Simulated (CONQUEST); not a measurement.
Input and output of a self-consistent single point for Ni3Ge (Pm-3m, 4 atoms in the cell; from Materials Project mp-21008) (CONQUEST).

Level of theory: PBEsol, numerical atomic orbitals double-zeta with polarisation (the shipped basis), PseudoDojo norm-conserving potentials made for PBEsol in CONQUEST 1.3.

```yaml
crystal:
  lattice:
    - [3.53033, 0.00000, 0.00000]
    - [0.00000, 3.53033, 0.00000]
    - [0.00000, 0.00000, 3.53033]
  atoms:
    - { symbol: Ni, position: [0.50000, 0.00000, 0.50000] }
    - { symbol: Ni, position: [0.00000, 0.50000, 0.50000] }
    - { symbol: Ni, position: [0.50000, 0.50000, 0.00000] }
    - { symbol: Ge, position: [0.00000, 0.00000, 0.00000] }
```

Reference input (self-consistent single point, DFT, PBEsol, numerical atomic orbitals double-zeta with polarisation (the shipped basis), PseudoDojo norm-conserving potentials made for PBEsol): basis = DZP; Diag.MPMeshX, Y, Z = 4 4 4; potentials = PseudoDojo norm-conserving PBEsol; Grid.GridCutoff = 175 Ha; DM.SolutionMethod = diagon; Diag.SmearingType = 1; Diag.kT = 0.009996 Ha; Diag.GammaCentred = true; Diag.MPOrder = 0; minE.SCTolerance = 1.0e-06; SC.MaxIters = 100; SC.LinearMixingFactor = 0.5. This run's input differs from it in these lines:

```diff
@@ -23,3 +23,3 @@
 Diag.MPOrder                   0
-Diag.kT                        0.009996
+Diag.kT                        0.001102
```

The program printed (abridged):

```
    PulayMixSC: Starting Pulay mixing, A_up =  0.500 A_dn =  0.500
    PulayMixSC: Spin non-polarised calculation.
    PulayMixSC: with Kerker preconditioning, q0 =  0.500
          Harris-Foulkes Energy            :      -592.198077031629850 Ha
          Free Energy (E-TS)               :      -592.198213146511193 Ha
    PulayMixSC: Pulay iteration     1 residual:              0.28777E-02
          Harris-Foulkes Energy            :      -592.177555703275630 Ha
          Free Energy (E-TS)               :      -592.177768185060359 Ha
    PulayMixSC: Pulay iteration     2 residual:              0.15568E-02
   [... lines left out ...]
          Free Energy (E-TS)               :      -592.155872240547183 Ha
    PulayMixSC: Pulay iteration    14 residual:              0.18537E-05
          Harris-Foulkes Energy            :      -592.155659262415611 Ha
          Free Energy (E-TS)               :      -592.155871733596769 Ha
    PulayMixSC: Pulay iteration    15 residual:              0.13589E-05
          Harris-Foulkes Energy            :      -592.155659338136502 Ha
          Free Energy (E-TS)               :      -592.155871809086079 Ha
    PulayMixSC: Pulay iteration    16 residual:              0.88412E-06
    PulayMixSC: Reached SCF tolerance of  0.88412E-06 after     16 iterations
      | Number of electrons      =        68.000020
      | GS Energy with kT -> 0   =      -592.155765573611347 Ha
      | Free Energy as E-TS      =      -592.155871809086079 Ha
      |* Harris-Foulkes energy   =      -592.155659338136502 Ha
      |* DFT total energy        =      -592.155659315947673 Ha

    force: Forces on atoms (Ha/a0)
    force:  Atom   X              Y              Z
    force:     1  -0.0000000000   0.0000000000  -0.0000000000
   [... zero for the other atoms too ...]

    force: Maximum force :        0.00000000(Ha/a0) on atom         3 in z direction
    force: Force Residual:        0.00000000 Ha/a0
    force: Total stress:         -3.02465382    -3.02449573    -3.02443447 GPa
    force: Average pressure:      3.02452801 GPa

    get_E_and_F: Change in energy during last step of electronic optimisation: -0.75721E-07
```

The run converged in 16 iterations. CONQUEST prints the stress tensor with tension positive. Against the reference run the free energy rises by 28.2 meV/atom and the pressure goes from 3.17 to 3.02 GPa.

The program uses no crystal symmetry, so grid and mesh can part values that symmetry would make equal. The atom-centred basis is finite, which shifts total energies and pressures against plane waves. The run has no spin polarisation, so moments on Ni cannot form. This run is one point of a test of settings, so its values need not be converged; read them against the reference run alone. The structure comes from a collection of computed structures, made at another level of theory; the collection holds predicted forms beside known ones. No clean gap shows at this smearing width and mesh (spacing up to 0.44 Å⁻¹); the mesh is coarse for partly filled bands, so the values carry mesh errors.

Cost on one core: roughly 2.6 core-minutes.
